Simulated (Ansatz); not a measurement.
# B₂O (P-3m1): electronic heat capacity and spin susceptibility from the density of states

All numbers below come from DFT PBE+D3(BJ), scalar-relativistic, plane waves, PAW in Ansatz.

Settings: cutoff 420 eV, Γ-centred mesh 18×18×4 on the computed 6-atom cell, Gaussian smearing of 0.10 eV; no spin polarisation.

Relaxed cell: P-3m1, a = 2.545 Å, b = 2.545 Å, c = 9.661 Å, α = 90.00°, β = 90.00°, γ = 120.00°, 6 atoms in the primitive cell. Whether it is the stable form of this composition wasn't checked.

The density of states at the Fermi level is 0.949 states/eV in the cell of 6 atoms (2 formula units; both spins, tetrahedra on a 27×27×6 mesh).

What Sommerfeld coefficient and Pauli susceptibility does this give?

Per formula unit N(E_F) = 0.475 states/eV. γ = (π²/3) k_B² N(E_F) N_A = 2.357 mJ/(mol K²) per state/eV, so γ = 1.1 mJ/(mol K²), a mole of formula units. χ_P = μ_B² N(E_F) N_A = 3.23×10⁻⁵ emu/mol per state/eV gives 1.5×10⁻⁵ emu/mol. This is the bare band result: a measured γ of the same phase is as a rule larger by a factor 1 + λ from phonons and spin fluctuations, the spin part of χ is larger by the Stoner factor, and a measured χ also holds orbital and core terms. N(E_F) at one energy is sensitive to the mesh where the density of states has sharp peaks.

Spin polarisation was left out, and a magnetic state may lie lower.

Cost: 1 run of about 1.7 core-minutes, on Arm Neoverse V1 (shared hosts).